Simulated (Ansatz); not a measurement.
According to DFT-r²SCAN+D4 in the program Ansatz with PAW potentials, La in the dhcp (α-La type) structure (P6_3/mmc) relaxes to a = 3.763 Å, c = 11.983 Å.

Electronic character: metallic (no gap).

The bulk modulus is 23.1 GPa.

The cell was relaxed with r²SCAN+D4 under the symmetry of its start. The pairwise dispersion correction was not fitted to metals. Axis ratios of metals converge slowly with the k-mesh, so a and c are less sure than the volume. Spin–orbit coupling is left out wherever it is not named.

Potentials: the later of the program's two PAW sets.
